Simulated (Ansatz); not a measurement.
This cell of CuI (zinc blende) is off equilibrium:

```
CELL_PARAMETERS angstrom
      0.00000     3.01151     3.01151
      3.01151     0.00000     3.01151
      3.01151     3.01151     0.00000
ATOMIC_POSITIONS crystal
  I  0.78597 0.71403 0.78597
  Cu 0.00000 0.00000 0.00000
```

Level of theory: r2SCAN (plane waves to 500 eV, PAW, scalar-relativistic; Ansatz, a quantum-chemistry and plane-wave program). k mesh 8×8×8 (Γ-centred), Fermi-Dirac smearing 0.05 eV. Energies are smeared free energies. Stress and pressure are positive under compression. CuI is run without spin polarisation. CuI was relaxed with its symmetry unable to fall. Spin-orbit coupling is left out, though I is heavy.

**Question.** What forces act on the atoms (eV/Å, Cartesian)?

**Answer.** 
| atom | Fx | Fy | Fz |
|---|---|---|---|
| I1 | 0.000 | -0.574 | 0.000 |
| Cu2 | 0.000 | 0.574 | 0.000 |

**Question.** What is the stress tensor (GPa)?

**Answer.** 
```
    1.1      0.0      2.5
    0.0      0.5      0.0
    2.5      0.0      1.1
```
The pressure, a third of the trace, is 0.9 GPa.

**Question.** In it atom 1 sits (0.000, 0.217, 0.000) Å away from its relaxed site. What is its energy relative to the relaxed cell?

**Answer.** 62 meV/cell.

(For displaced atoms, the force is minus the slope of the energy, and its curvature is a force constant, which sets phonon frequencies.)
